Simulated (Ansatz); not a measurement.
A plane-wave DFT run in Ansatz 0.2.0 (scalar-relativistic PAW potentials unless the input names others): input and command.

```yaml
crystal:
  lattice:
    - [-1.7309696973, 2.3224878208, 2.5857346574]
    - [1.7309696973, -2.3224878208, 2.5857346574]
    - [1.7309696973, 2.3224878208, -2.5857346574]
  atoms:
    - { symbol: Cd, position: [0.0, 0.0, 0.0] }
    - { symbol: C, position: [0.3643482566, 0.5, 0.8643482566] }
    - { symbol: C, position: [0.6356517434, 0.5, 0.1356517434] }
basis:
  ecutwfc: 420
kpoints:
  mp_grid: { grid: [10, 10, 10] }
hamiltonian:
  xc: pbe
scf:
  occupations: { method: fixed }
  max_iter: 60
output:
  forces: true
  eigenvalues: true
  stress: true
magnetization:
  spin_polarized: true
  initial_magnetization: 40
```

```bash
ansatz run input.yaml --threads 1 --pin off --max-ram 3072MiB --backend cpu --events-out ev --progress --plain --runs-dir out
```

What will the program do with this input?

The program refuses it, because of an impossible spin (magnetization: not typed → {"spin_polarized": true, "initial_magnetization": 40}). Without that key it is accepted.

Abridged log:
```
Error: inconsistent input (scf.occupations.method, magnetization): a σ = 0 step fill (method: fixed, or a smearing width below the step floor) with no hard lock on the total moment puts the same N_el/2 bands in each spin channel, which gives a total moment of zero, but the starting moments sum to +40.0000 μB; make the starting moments (crystal.atoms[].spin / magnetization.per_species / magnetization.initial_magnetization) sum to zero, or set magnetization.spin_locking.lock_magnetization: hard with an even integer magnetization.initial_magnetization, or use a smearing method with a finite width ...
```